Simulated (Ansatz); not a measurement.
## LiF with oxygen replacing F: which input changes reach the field gradients?

Cell: a supercell of LiF (rock salt type, Fm-3m) built from an entry of the Crystallography Open Database (COD), with all atoms left at the host's positions.

```cif
data_Li27OF26
_symmetry_space_group_name_H-M 'Fm-3m'
_symmetry_Int_Tables_number 225
_cell_length_a 12.0840
_cell_length_b 12.0840
_cell_length_c 12.0840
_cell_angle_alpha 90.000
_cell_angle_beta 90.000
_cell_angle_gamma 90.000
loop_
_atom_site_label
_atom_site_type_symbol
_atom_site_symmetry_multiplicity
_atom_site_Wyckoff_symbol
_atom_site_fract_x
_atom_site_fract_y
_atom_site_fract_z
Li1 Li 32 f 0.3333 0.8333 0.8333
Li2 Li 24 e 0.5000 0.0000 0.8333
Li6 Li 48 h 0.8333 0.1667 0.0000
Li27 Li 4 a 0.0000 0.5000 0.5000
O O 4 b 0.5000 0.0000 0.0000
F29 F 48 i 0.6667 0.1667 0.0000
F32 F 32 f 0.8333 0.1667 0.1667
F42 F 24 e 0.0000 0.5000 0.3333
```

One atom of each set is listed; the run and its k-mesh use a cell of 54 atoms with edges of 8.54, 8.54, 8.54 Å.

Reference run. The numbers come from a DFT calculation in Ansatz (PBE, plane waves and PAW, scalar-relativistic, 420 eV cutoff, Γ-centred 3×3×3 k-points, Fermi–Dirac smearing 0.01 eV, cell charge -1).

It gives V_zz (10²¹ V/m²) F29 -1.42 (η 0.08), Li2 -0.26 (η 0.00), among others. Each of these runs changes the input as listed (caps on SCF iterations aside):

A. crystal.symmetry: not typed → {detect: false}; kpoints.mp_grid.grid: [3, 3, 3] → [2, 2, 2]
B. basis.ecutrho_ratio: not typed → 1

**Question.** How does each run end, and how far do the gradients move?

**Answer.** 

| run | F29 V_zz (η) | Li2 V_zz (η) | largest change of a gradient tensor, all atoms | note |
| --- | --- | --- | --- | --- |
| A | -1.42 (0.08) | -0.26 (0.00) | 0.00 | converged; mesh coarser than the reference's |
| B | -1.16 (0.09) | -0.31 (0.00) | 0.26 | converged; cutoff below the recommended one |

Run B moves them most, on F29 (V_zz from -1.42 to -1.16). Run B holds a density cutoff far too low, so its numbers aren't properties of the crystal.

On the reference run: The defect repeats with the cell of 54 atoms, so it feels its images: sites between two images don't show the values beside a lone defect, and zeros or small values of η there can come from the images' arrangement. A uniform background compensates the cell's charge. With these PAW files V_zz is typically within 2 to 3 % of all-electron values, but misses above 10 % occur on Li. The neighbours have not yet relaxed around the defect (largest force 1.3 eV/Å), so a real crystal will differ.
